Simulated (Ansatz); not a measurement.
## Step by step: CuI, 15 steps of 2.0 fs from 300 K

Computed with DFT, LDA, all-electron LAPW, scalar-relativistic (Ansatz 0.2.0).

Command: `ansatz run input.yaml --threads 2 --pin off --max-ram 4096MiB --backend cpu --events-out ev --progress --plain --runs-dir out` The run took 3.1 min on 2 threads of AMD EPYC 9R45 96-Core Processor (Zen 5), on a shared host, peak memory 0.77 GiB.

```yaml
crystal:
  lattice:
    - [0.0, 6.063, 6.063]
    - [3.0315, 0.0, 3.0315]
    - [3.0315, 3.0315, 0.0]
  atoms:
    - { symbol: Cu, position: [0.125, 0.25, 0.25] }
    - { symbol: Cu, position: [0.625, 0.25, 0.25] }
    - { symbol: I, position: [0.0, 0.0, 0.0] }
    - { symbol: I, position: [0.5, 0.0, 0.0] }
kpoints:
  mp_grid: { grid: [3, 5, 5] }
scf:
  occupations: { method: fermi_dirac, width: 0.08 }
hamiltonian:
  xc: lda
  pseudopotentials: { kind: all_electron, lapw: { basis_error: 0.001 } }
output:
  forces: true
  stress: true
md:
  timestep: 2.0
  n_steps: 15
  ensemble: nvt_langevin
  temperature: 300
  initial_velocities: maxwell_boltzmann
  seed: 308001
```

No spin–orbit coupling, which matters for the heavy atoms here.

The cell comes from COD entry 9004456, which wasn't checked; take it as a given geometry. It differs from other determinations.

Each frame lists Cartesian positions (Å) and forces (eV/Å). Free energies count from the first step, -476900.1428 eV.

Step 0 (t = 0.0 fs): E = 0.0 meV, T = 225 K

```
Cu    1.5157    1.5157    1.5157    -0.001   0.003   0.003
Cu    1.5157    4.5473    4.5473    -0.001   0.003   0.003
I     0.0000    0.0000    0.0000     0.001  -0.003  -0.003
I     0.0000    3.0315    3.0315     0.001  -0.003  -0.003
```

Step 1 (t = 2.0 fs): E = +0.1 meV, T = 232 K

```
Cu    1.5150    1.5164    1.5168     0.008   0.002   0.003
Cu    1.5069    4.5480    4.5491     0.019   0.000  -0.008
I     0.0036    0.0001    0.0014    -0.013   0.001  -0.004
I     0.0005    3.0313    3.0279    -0.013  -0.003   0.009
```

Step 2 (t = 4.0 fs): E = +0.5 meV, T = 227 K

```
Cu    1.5138    1.5174    1.5184     0.017   0.002   0.002
Cu    1.4975    4.5486    4.5509     0.038  -0.002  -0.019
I     0.0064    0.0014    0.0024    -0.025   0.001  -0.004
I     0.0009    3.0315    3.0243    -0.030  -0.002   0.021
```

Step 3 (t = 6.0 fs): E = +1.2 meV, T = 187 K

```
Cu    1.5122    1.5178    1.5209     0.025   0.004  -0.003
Cu    1.4886    4.5491    4.5525     0.056  -0.003  -0.026
I     0.0083    0.0035    0.0035    -0.033  -0.003  -0.003
I     0.0016    3.0317    3.0215    -0.048   0.002   0.032
```

Step 4 (t = 8.0 fs): E = +2.0 meV, T = 212 K

```
Cu    1.5100    1.5177    1.5248     0.035   0.006  -0.010
Cu    1.4808    4.5500    4.5542     0.069  -0.005  -0.033
I     0.0095    0.0061    0.0049    -0.040  -0.011  -0.003
I     0.0017    3.0313    3.0186    -0.064   0.010   0.046
```

Step 5 (t = 10.0 fs): E = +3.1 meV, T = 218 K

```
Cu    1.5072    1.5180    1.5293     0.046   0.006  -0.019
Cu    1.4731    4.5515    4.5553     0.081  -0.009  -0.038
I     0.0102    0.0087    0.0070    -0.044  -0.021  -0.005
I     0.0016    3.0303    3.0156    -0.082   0.024   0.062
```

Step 6 (t = 12.0 fs): E = +4.2 meV, T = 187 K

```
Cu    1.5045    1.5189    1.5338     0.057   0.005  -0.026
Cu    1.4660    4.5536    4.5554     0.091  -0.013  -0.040
I     0.0111    0.0115    0.0096    -0.048  -0.030  -0.009
I     0.0015    3.0295    3.0135    -0.100   0.038   0.075
```

Step 7 (t = 14.0 fs): E = +5.5 meV, T = 198 K

```
Cu    1.5010    1.5197    1.5388     0.070   0.003  -0.033
Cu    1.4599    4.5563    4.5549     0.099  -0.017  -0.040
I     0.0119    0.0140    0.0125    -0.054  -0.039  -0.013
I     0.0011    3.0291    3.0120    -0.116   0.052   0.086
```

Step 8 (t = 16.0 fs): E = +6.9 meV, T = 177 K

```
Cu    1.4967    1.5198    1.5438     0.084   0.001  -0.041
Cu    1.4537    4.5591    4.5547     0.108  -0.022  -0.041
I     0.0124    0.0159    0.0152    -0.060  -0.046  -0.015
I     0.0008    3.0286    3.0106    -0.132   0.067   0.098
```

Step 9 (t = 18.0 fs):

```
Cu    1.4928    1.5195    1.5479
Cu    1.4474    4.5618    4.5552
I     0.0133    0.0173    0.0178
I     0.0006    3.0283    3.0100
```

Step 10 (t = 20.0 fs): E = +10.0 meV, T = 174 K

```
Cu    1.4889    1.5197    1.5514     0.109  -0.002  -0.048
Cu    1.4412    4.5641    4.5552     0.128  -0.032  -0.044
I     0.0142    0.0181    0.0211    -0.079  -0.053  -0.021
I     0.0000    3.0279    3.0101    -0.157   0.086   0.112
```

Step 11 (t = 22.0 fs): E = +11.5 meV, T = 171 K

```
Cu    1.4852    1.5201    1.5550     0.122  -0.004  -0.049
Cu    1.4350    4.5657    4.5543     0.136  -0.034  -0.041
I     0.0154    0.0192    0.0250    -0.088  -0.058  -0.027
I    -0.0008    3.0272    3.0105    -0.170   0.096   0.117
```

Step 12 (t = 24.0 fs): E = +13.3 meV, T = 198 K

```
Cu    1.4818    1.5205    1.5585     0.135  -0.005  -0.049
Cu    1.4291    4.5676    4.5532     0.143  -0.035  -0.037
I     0.0166    0.0212    0.0294    -0.096  -0.066  -0.037
I    -0.0015    3.0267    3.0108    -0.183   0.106   0.124
```

Step 13 (t = 26.0 fs): E = +14.9 meV, T = 160 K

```
Cu    1.4786    1.5210    1.5610     0.147  -0.005  -0.047
Cu    1.4236    4.5706    4.5517     0.149  -0.038  -0.033
I     0.0170    0.0231    0.0340    -0.102  -0.075  -0.049
I    -0.0025    3.0261    3.0113    -0.194   0.118   0.129
```

Step 14 (t = 28.0 fs): E = +16.4 meV, T = 134 K

```
Cu    1.4754    1.5208    1.5626     0.156  -0.004  -0.044
Cu    1.4189    4.5736    4.5502     0.153  -0.041  -0.029
I     0.0165    0.0244    0.0381    -0.106  -0.083  -0.060
I    -0.0034    3.0250    3.0122    -0.204   0.129   0.133
```

Step 15 (t = 30.0 fs): E = +18.0 meV, T = 152 K

```
Cu    1.4713    1.5200    1.5639     0.169  -0.003  -0.040
Cu    1.4153    4.5769    4.5494     0.154  -0.046  -0.027
I     0.0162    0.0256    0.0422    -0.112  -0.094  -0.074
I    -0.0044    3.0235    3.0126    -0.212   0.143   0.141
```

Question: Give the energy and forces of step 9.

Answer: E = +8.5 meV, T = 143 K
```
Cu    1.4928    1.5195    1.5479     0.096   0.000  -0.046
Cu    1.4474    4.5618    4.5552     0.118  -0.027  -0.043
I     0.0133    0.0173    0.0178    -0.069  -0.051  -0.017
I     0.0006    3.0283    3.0100    -0.145   0.077   0.106
```

Question: What is the mean temperature over the last 8 frames?

Answer: 164 K; so short a run of so small a cell isn't equilibrated.
